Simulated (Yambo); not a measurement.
```xyz
2
Lattice="0.0000 2.8064 2.8064 2.8064 0.0000 2.8064 2.8064 2.8064 0.0000" Properties=species:S:1:pos:R:3 pbc="T T T"
Mg     0.0000     0.0000     0.0000
S      1.4032     1.4032     1.4032
```

The PBEsol cell relaxed from Materials Project entry mp-13032 was given an isotropic strain of -0.7 % on all lattice vectors, and the atoms were relaxed again.

Task: Where are the main features of Im ε from RPA with local fields on PBEsol bands shifted by a G0W0 scissor of 1.89 eV (Yambo; 12×12×12 mesh, 33 bands, 4 Ry local-field block, 0.2 eV broadening; field along x)?

Result: Peaks at 7.8 eV (6.7), 9.9 eV (4.6), 11.4 eV (3.4), heights in brackets. Structure narrower than a few tenths of an eV can come from the finite k mesh. Convergence of the RPA response with its 12×12×12 mesh was not tested. The scissor comes from a G0W0 run whose convergence isn't established. No excitonic effects at this level. 

This is not the ordinary phase of the substance; no match was found in the copy of COD used, and its stability was not checked.
